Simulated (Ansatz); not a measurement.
InP:
```xyz
2
Lattice="3.4480 0.0000 0.0000 0.0000 3.4480 0.0000 0.0000 0.0000 3.4480" Properties=species:S:1:pos:R:3 pbc="T T T"
In     0.0000     0.0000     0.0000
P      1.7240     1.7240     1.7240
```

Relaxed with PBE. Special points in fractions of this cell's reciprocal vectors: Γ (0.000, 0.000, 0.000); X (0.000, 0.500, 0.000); M (0.500, 0.500, 0.000); R (0.500, 0.500, 0.500).

Q: List the band energies nearest the Fermi level at these points for PBE in the plane-wave PAW code Ansatz.

A: In eV from the Fermi level; about four levels below and three above (degenerate sets whole), none deeper than 8.9 eV; … stands for higher levels left out; points with the same levels are listed once.

| k | below | above |
|---|---|---|
| Γ | -1.58 -0.85 -0.85 -0.85 | 4.74 4.74 … |
| X | -7.45 | 0.76 0.76 2.64 |
| M | -8.89 -4.79 -4.79 -3.70 | 1.16 6.69 6.69 |
| R | -0.64 -0.17 -0.17 -0.17 | … |

Space group Pm-3m (CsCl type). A made-up cell: these elements were put on the sites of a structure type; neither database checked (COD, Materials Project) lists it. It is not the phase usual at ambient conditions (space group No. 216). The cell was relaxed with PBE under the symmetry of its start; whether a distortion lowers the energy is not shown. Spin–orbit coupling is left out wherever it is not named.

Potentials: the later of the program's two PAW sets.
